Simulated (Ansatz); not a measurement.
## Be started in the widest void in zincblende SnC, 65 atoms, charge +2

A calculation with Ansatz 0.2.0 (PAW, plane waves); the settings stand in the input.

The input as it was run:

```yaml
crystal:
  lattice:
    - [10.067962, 0.000000, 0.000000]
    - [0.000000, 10.067962, 0.000000]
    - [0.000000, 0.000000, 10.067962]
  atoms:
    - { symbol: Sn, position: [0.000242, 0.000307, 0.000895] }
    - { symbol: Sn, position: [0.000013, 0.000087, 0.499272] }
    - { symbol: Sn, position: [0.000354, 0.500208, 0.001782] }
    - { symbol: Sn, position: [0.000103, 0.500041, 0.498419] }
    - { symbol: Sn, position: [0.500137, 0.000438, 0.001783] }
    - { symbol: Sn, position: [0.499964, 0.000197, 0.498417] }
    - { symbol: Sn, position: [0.500321, 0.500332, 0.012953] }
    - { symbol: Sn, position: [0.499838, 0.499902, 0.488166] }
    - { symbol: Sn, position: [0.249672, 0.249726, 0.000440] }
    - { symbol: Sn, position: [0.251913, 0.251970, 0.501912] }
    - { symbol: Sn, position: [0.252429, 0.748244, 0.998188] }
    - { symbol: Sn, position: [0.249663, 0.750503, 0.499666] }
    - { symbol: Sn, position: [0.748220, 0.252462, 0.998213] }
    - { symbol: Sn, position: [0.750443, 0.249741, 0.499660] }
    - { symbol: Sn, position: [0.750860, 0.750917, 0.000868] }
    - { symbol: Sn, position: [0.748252, 0.748321, 0.502353] }
    - { symbol: Sn, position: [0.249271, 0.000052, 0.249992] }
    - { symbol: Sn, position: [0.248416, 0.000187, 0.749969] }
    - { symbol: Sn, position: [0.248446, 0.500043, 0.250138] }
    - { symbol: Sn, position: [0.238019, 0.499838, 0.749778] }
    - { symbol: Sn, position: [0.750914, 0.000305, 0.250203] }
    - { symbol: Sn, position: [0.751780, 0.000464, 0.750131] }
    - { symbol: Sn, position: [0.751779, 0.500206, 0.250402] }
    - { symbol: Sn, position: [0.762801, 0.500393, 0.750248] }
    - { symbol: Sn, position: [0.000002, 0.249336, 0.250002] }
    - { symbol: Sn, position: [0.000085, 0.248508, 0.749955] }
    - { symbol: Sn, position: [0.000248, 0.750957, 0.250205] }
    - { symbol: Sn, position: [0.000355, 0.751841, 0.750133] }
    - { symbol: Sn, position: [0.499958, 0.248481, 0.250129] }
    - { symbol: Sn, position: [0.499811, 0.238165, 0.749811] }
    - { symbol: Sn, position: [0.500152, 0.751840, 0.250391] }
    - { symbol: Sn, position: [0.500348, 0.762987, 0.750216] }
    - { symbol: C, position: [0.125162, 0.125236, 0.125012] }
    - { symbol: C, position: [0.125840, 0.125920, 0.625110] }
    - { symbol: C, position: [0.126276, 0.625176, 0.124025] }
    - { symbol: C, position: [0.122812, 0.626587, 0.623322] }
    - { symbol: C, position: [0.625114, 0.126326, 0.124047] }
    - { symbol: C, position: [0.626493, 0.122912, 0.623317] }
    - { symbol: C, position: [0.627074, 0.627139, 0.127554] }
    - { symbol: C, position: [0.615969, 0.616066, 0.633697] }
    - { symbol: C, position: [0.373333, 0.373412, 0.127378] }
    - { symbol: C, position: [0.383823, 0.383907, 0.633853] }
    - { symbol: C, position: [0.375345, 0.874144, 0.124095] }
    - { symbol: C, position: [0.373335, 0.877426, 0.623347] }
    - { symbol: C, position: [0.874104, 0.375405, 0.124133] }
    - { symbol: C, position: [0.877318, 0.373446, 0.623355] }
    - { symbol: C, position: [0.875300, 0.875358, 0.125266] }
    - { symbol: C, position: [0.874124, 0.874209, 0.625327] }
    - { symbol: C, position: [0.375089, 0.125894, 0.375830] }
    - { symbol: C, position: [0.373328, 0.122887, 0.876500] }
    - { symbol: C, position: [0.373335, 0.626566, 0.372860] }
    - { symbol: C, position: [0.383880, 0.615848, 0.865768] }
    - { symbol: C, position: [0.875006, 0.125232, 0.375164] }
    - { symbol: C, position: [0.874063, 0.126322, 0.875105] }
    - { symbol: C, position: [0.874084, 0.625197, 0.376217] }
    - { symbol: C, position: [0.877509, 0.627123, 0.877067] }
    - { symbol: C, position: [0.125839, 0.375178, 0.375848] }
    - { symbol: C, position: [0.122804, 0.373375, 0.876523] }
    - { symbol: C, position: [0.125157, 0.875069, 0.375155] }
    - { symbol: C, position: [0.126257, 0.874092, 0.875105] }
    - { symbol: C, position: [0.626478, 0.373384, 0.372850] }
    - { symbol: C, position: [0.615879, 0.383854, 0.865897] }
    - { symbol: C, position: [0.625124, 0.874170, 0.376229] }
    - { symbol: C, position: [0.627083, 0.877601, 0.877067] }
    - { symbol: Be, position: [0.501979, 0.502383, 0.752502] }
  symmetry: { detect: false }
kpoints:
  mp_grid: { grid: [1, 1, 1], shift: [0.25, 0.25, 0.25] }
hamiltonian:
  xc: pbesol
total_charge: 2
scf:
  occupations: { method: fermi_dirac, width: 0.01 }
neb:
  images: 5
  f_tol: 0.06
  max_iterations: 90
  relax_end_points: true
  final_atoms:
    - { symbol: Sn, position: [0.000242, 0.000307, 0.000895] }
    - { symbol: Sn, position: [0.000013, 0.000087, 0.499272] }
    - { symbol: Sn, position: [0.000354, 0.500208, 0.001782] }
    - { symbol: Sn, position: [0.000103, 0.500041, 0.498419] }
    - { symbol: Sn, position: [0.500137, 0.000438, 0.001783] }
    - { symbol: Sn, position: [0.499964, 0.000197, 0.498417] }
    - { symbol: Sn, position: [0.500321, 0.500332, 0.012953] }
    - { symbol: Sn, position: [0.499838, 0.499902, 0.488166] }
    - { symbol: Sn, position: [0.249672, 0.249726, 0.000440] }
    - { symbol: Sn, position: [0.251913, 0.251970, 0.501912] }
    - { symbol: Sn, position: [0.252429, 0.748244, 0.998188] }
    - { symbol: Sn, position: [0.249663, 0.750503, 0.499666] }
    - { symbol: Sn, position: [0.748220, 0.252462, 0.998213] }
    - { symbol: Sn, position: [0.750443, 0.249741, 0.499660] }
    - { symbol: Sn, position: [0.750860, 0.750917, 0.000868] }
    - { symbol: Sn, position: [0.748252, 0.748321, 0.502353] }
    - { symbol: Sn, position: [0.249271, 0.000052, 0.249992] }
    - { symbol: Sn, position: [0.248416, 0.000187, 0.749969] }
    - { symbol: Sn, position: [0.248446, 0.500043, 0.250138] }
    - { symbol: Sn, position: [0.238019, 0.499838, 0.749778] }
    - { symbol: Sn, position: [0.750914, 0.000305, 0.250203] }
    - { symbol: Sn, position: [0.751780, 0.000464, 0.750131] }
    - { symbol: Sn, position: [0.751779, 0.500206, 0.250402] }
    - { symbol: Sn, position: [0.762801, 0.500393, 0.750248] }
    - { symbol: Sn, position: [0.000002, 0.249336, 0.250002] }
    - { symbol: Sn, position: [0.000085, 0.248508, 0.749955] }
    - { symbol: Sn, position: [0.000248, 0.750957, 0.250205] }
    - { symbol: Sn, position: [0.000355, 0.751841, 0.750133] }
    - { symbol: Sn, position: [0.499958, 0.248481, 0.250129] }
    - { symbol: Sn, position: [0.499811, 0.238165, 0.749811] }
    - { symbol: Sn, position: [0.500152, 0.751840, 0.250391] }
    - { symbol: Sn, position: [0.500348, 0.762987, 0.750216] }
    - { symbol: C, position: [0.125162, 0.125236, 0.125012] }
    - { symbol: C, position: [0.125840, 0.125920, 0.625110] }
    - { symbol: C, position: [0.126276, 0.625176, 0.124025] }
    - { symbol: C, position: [0.122812, 0.626587, 0.623322] }
    - { symbol: C, position: [0.625114, 0.126326, 0.124047] }
    - { symbol: C, position: [0.626493, 0.122912, 0.623317] }
    - { symbol: C, position: [0.627074, 0.627139, 0.127554] }
    - { symbol: C, position: [0.615969, 0.616066, 0.633697] }
    - { symbol: C, position: [0.373333, 0.373412, 0.127378] }
    - { symbol: C, position: [0.383823, 0.383907, 0.633853] }
    - { symbol: C, position: [0.375345, 0.874144, 0.124095] }
    - { symbol: C, position: [0.373335, 0.877426, 0.623347] }
    - { symbol: C, position: [0.874104, 0.375405, 0.124133] }
    - { symbol: C, position: [0.877318, 0.373446, 0.623355] }
    - { symbol: C, position: [0.875300, 0.875358, 0.125266] }
    - { symbol: C, position: [0.874124, 0.874209, 0.625327] }
    - { symbol: C, position: [0.375089, 0.125894, 0.375830] }
    - { symbol: C, position: [0.373328, 0.122887, 0.876500] }
    - { symbol: C, position: [0.373335, 0.626566, 0.372860] }
    - { symbol: C, position: [0.383880, 0.615848, 0.865768] }
    - { symbol: C, position: [0.875006, 0.125232, 0.375164] }
    - { symbol: C, position: [0.874063, 0.126322, 0.875105] }
    - { symbol: C, position: [0.874084, 0.625197, 0.376217] }
    - { symbol: C, position: [0.877509, 0.627123, 0.877067] }
    - { symbol: C, position: [0.125839, 0.375178, 0.375848] }
    - { symbol: C, position: [0.122804, 0.373375, 0.876523] }
    - { symbol: C, position: [0.125157, 0.875069, 0.375155] }
    - { symbol: C, position: [0.126257, 0.874092, 0.875105] }
    - { symbol: C, position: [0.626478, 0.373384, 0.372850] }
    - { symbol: C, position: [0.615879, 0.383854, 0.865897] }
    - { symbol: C, position: [0.625124, 0.874170, 0.376229] }
    - { symbol: C, position: [0.627083, 0.877601, 0.877067] }
    - { symbol: Be, position: [0.626979, 0.377383, 0.627502] }
```

Started with:

```sh
ansatz run in.yaml --threads 8 --pin off --max-ram 118750MiB --runs-dir r --events-out ev --progress --plain --backend cuda --devices 0, --max-vram 170GiB
```

The output:

```
7     0.00026423    -0.00042733
  atom  36  C      0.00057668     0.00043507     0.00025848
  atom  37  C      0.00005556     0.00009351     0.00010249
  atom  38  C      0.00015268     0.00042846     0.00025101
  atom  39  C     -0.00006928     0.00020804     0.00063343
  atom  40  C      0.00136086     0.00188091    -0.00153171
  atom  41  C      0.00018446     0.00057546     0.00000059
  atom  42  C     -0.00197674    -0.00073544    -0.00065286
  atom  43  C      0.00014319    -0.00032369    -0.00051523
  atom  44  C      0.00024981    -0.00020062     0.00049185
  atom  45  C      0.00001221     0.00002481     0.00021203
  atom  46  C     -0.00003003     0.00025276     0.00044100
  atom  47  C     -0.00037539     0.00030396     0.00005484
  atom  48  C      0.00006736    -0.00008502    -0.00012860
  atom  49  C     -0.00008001    -0.00044181    -0.00056320
  atom  50  C      0.00046147     0.00084582    -0.00000859
  atom  51  C      0.00012891    -0.00009828     0.00106148
  atom  52  C     -0.00048933    -0.00006752     0.00040728
  atom  53  C     -0.00038866     0.00013575     0.00021514
  atom  54  C      0.00047713    -0.00020861     0.00025174
  atom  55  C      0.00041662     0.00066653    -0.00062998
  atom  56  C      0.00034547    -0.00030142     0.00020228
  atom  57  C     -0.00041553     0.00044404    -0.00021548
  atom  58  C      0.00072481     0.00014570     0.00030393
  atom  59  C     -0.00044999     0.00009384    -0.00024771
  atom  60  C      0.00026433    -0.00012901    -0.00015519
  atom  61  C      0.00009690    -0.00012974     0.00059546
  atom  62  C      0.00070194    -0.00123454     0.00177159
  atom  63  C      0.00011059     0.00046005    -0.00020731
  atom  64  C      0.00009436     0.00021427     0.00010434
  atom  65  Be     0.00121247     0.00217018     0.00210684
  max |Σ_I F_I| component: 1.84e-7 eV/Å
End of that report.
Error: Image 6 of the NEB, an end point, was to be relaxed (`neb.relax_end_points`), and it is not shown to lie in another minimum than the other end point. Relax both end points, each by itself: where they come to one geometry there is no path between them; else run the band between what they come to
```

The calculation stopped without meeting its thresholds.
